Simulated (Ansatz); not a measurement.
MgIn2S4:
```yaml
crystal:
  lattice:
    - [0.00000, 5.33080, 5.33080]
    - [5.33080, 0.00000, 5.33080]
    - [5.33080, 5.33080, 0.00000]
  atoms:
    - { symbol: Mg, position: [0.50000, 0.50000, 0.50000] }
    - { symbol: Mg, position: [0.75000, 0.75000, 0.75000] }
    - { symbol: In, position: [0.12500, 0.12500, 0.12500] }
    - { symbol: In, position: [0.62500, 0.12500, 0.12500] }
    - { symbol: In, position: [0.12500, 0.12500, 0.62500] }
    - { symbol: In, position: [0.12500, 0.62500, 0.12500] }
    - { symbol: S, position: [0.35367, 0.88211, 0.88211] }
    - { symbol: S, position: [0.36789, 0.36789, 0.89633] }
    - { symbol: S, position: [0.88211, 0.35367, 0.88211] }
    - { symbol: S, position: [0.36789, 0.36789, 0.36789] }
    - { symbol: S, position: [0.88211, 0.88211, 0.88211] }
    - { symbol: S, position: [0.36789, 0.89633, 0.36789] }
    - { symbol: S, position: [0.88211, 0.88211, 0.35367] }
    - { symbol: S, position: [0.89633, 0.36789, 0.36789] }
```

Relaxed with LDA.

Question: Give the optical modes at the zone centre with their infrared and Raman activity from DFPT, LDA (plane waves, PAW; program Ansatz).

Answer: Transverse frequencies, without the LO–TO term; a row sums one degenerate level.

```
ω (cm⁻¹)  degeneracy  IR ((D/Å)²/amu)  Raman (Å⁴/amu)  activity
--------  ----------  ---------------  --------------  --------
50                 3             0.00               0    silent
82                 2             0.00               0    silent
94                 3             0.03               0        IR
171                3             0.00               0    silent
177                3             0.00               0    silent
184                2             0.00             5.5     Raman
189                1             0.00               0    silent
215                3            79.65               0        IR
231                3             0.00               0    silent
241                3             7.84               0        IR
266                3             0.00              21     Raman
274                2             0.00               0    silent
333                3             0.00            0.58     Raman
333                3            55.92               0        IR
348                1             0.00               0    silent
353                1             0.00             470     Raman
```

Question: How high does the top mode go among those that the LO–TO term moves?

Answer: 376 cm⁻¹ for q along x.

Space group Fd-3m (spinel). The workflow started from a Materials Project entry (that database holds measured and hypothetical structures alike); the Crystallography Open Database files this formula in space group No. 227, but the cells were not matched. Its standing as an ambient phase is unchecked. Symmetry was held in the LDA relaxation; of distortions, only those at the zone centre were tested.

Potentials: the later of the program's two PAW sets.
